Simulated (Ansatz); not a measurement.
Nb5SiB2:
```
CELL_PARAMETERS angstrom
     -3.12398     3.12398     5.82032
      3.12398    -3.12398     5.82032
      3.12398     3.12398    -5.82032
ATOMIC_POSITIONS crystal
  Nb 0.00000 0.00000 0.00000
  Nb 0.50000 0.50000 0.00000
  Nb 0.80701 0.30701 0.83918
  Nb 0.19299 0.69299 0.16082
  Nb 0.30701 0.46783 0.50000
  Nb 0.69299 0.53217 0.50000
  Nb 0.46783 0.96783 0.16082
  Nb 0.53217 0.03217 0.83918
  Nb 0.96783 0.80701 0.50000
  Nb 0.03217 0.19299 0.50000
  Si 0.25000 0.25000 0.00000
  Si 0.75000 0.75000 0.00000
  B  0.11238 0.61238 0.72476
  B  0.88762 0.38762 0.27524
  B  0.61238 0.88762 0.50000
  B  0.38762 0.11238 0.50000
```

Relaxed with r²SCAN.

Task: Which orbitals make up the states near the Fermi level in r²SCAN in the plane-wave PAW code Ansatz?

Result: Within 0.5 eV of the Fermi level: Nb 4d 82 %, B 2p 7 %. Projections are on Löwdin-orthogonalised atomic valence shells; empty p or d shells of many metals are not among them.

Task: Tabulate the density of states.

Result: States/eV per cell of 16 atoms, in 0.25 eV bins, energy from the Fermi level.

```csv
E (eV),total,Nb 4d,B 2p,Si 3p
-7.85,0.00,0.00,0.00,0.00
-7.60,0.00,0.00,0.00,0.00
-7.35,0.00,0.00,0.00,0.00
-7.10,0.59,0.23,0.07,0.00
-6.85,5.01,2.02,0.62,0.02
-6.60,6.11,2.52,0.75,0.05
-6.35,3.21,1.25,0.41,0.04
-6.10,1.08,0.39,0.14,0.02
-5.85,0.00,0.00,0.00,0.00
-5.60,0.00,0.00,0.00,0.00
-5.35,2.39,0.91,0.41,0.46
-5.10,4.06,1.38,0.78,0.76
-4.85,6.73,2.53,1.29,1.18
-4.60,7.23,3.14,1.51,1.10
-4.35,8.97,4.15,2.01,1.22
-4.10,6.10,2.89,1.42,0.82
-3.85,7.94,4.03,1.64,1.18
-3.60,9.16,5.00,1.80,1.43
-3.35,10.81,5.67,2.40,1.65
-3.10,8.47,4.50,1.91,1.43
-2.85,9.32,5.05,1.94,1.62
-2.60,16.52,9.68,3.55,2.11
-2.35,21.31,12.56,5.01,2.42
-2.10,8.11,4.95,1.68,0.87
-1.85,8.47,6.26,1.13,0.44
-1.60,16.88,13.88,1.40,0.70
-1.35,22.04,18.51,1.50,0.85
-1.10,15.08,12.31,1.12,0.59
-0.85,14.33,11.58,0.90,0.50
-0.60,12.98,10.39,0.88,0.37
-0.35,8.26,6.59,0.67,0.22
-0.10,7.47,6.07,0.54,0.13
0.15,4.22,3.55,0.26,0.09
0.40,2.75,2.41,0.12,0.05
0.65,5.26,4.68,0.26,0.07
0.90,6.08,5.44,0.29,0.08
1.15,6.56,5.82,0.33,0.13
1.40,8.33,7.33,0.42,0.17
1.65,8.26,7.31,0.39,0.16
1.90,9.49,8.41,0.41,0.20
2.15,11.16,9.94,0.47,0.20
2.40,10.23,9.14,0.45,0.17
2.65,10.86,9.80,0.40,0.19
2.90,14.07,12.74,0.48,0.27
3.15,13.11,11.70,0.52,0.29
3.40,13.42,11.82,0.63,0.29
3.65,13.30,11.61,0.65,0.28
3.90,9.49,8.09,0.48,0.29
4.15,14.26,11.38,1.07,0.72
4.40,14.63,11.42,1.21,0.79
4.65,11.65,8.79,1.12,0.73
```

Space group I4/mcm. The workflow started from a Materials Project entry (that database holds measured and hypothetical structures alike); the Crystallography Open Database copy checked does not list it. Whether it is the stable phase at ambient conditions was not checked. The cell was relaxed with r²SCAN under the symmetry of its start; its stability against distortions is not shown here. The run is not spin-polarised. Scalar-relativistic: spin–orbit coupling is off unless named, which matters more the heavier the elements.

Potentials: the earlier of the program's two PAW sets.
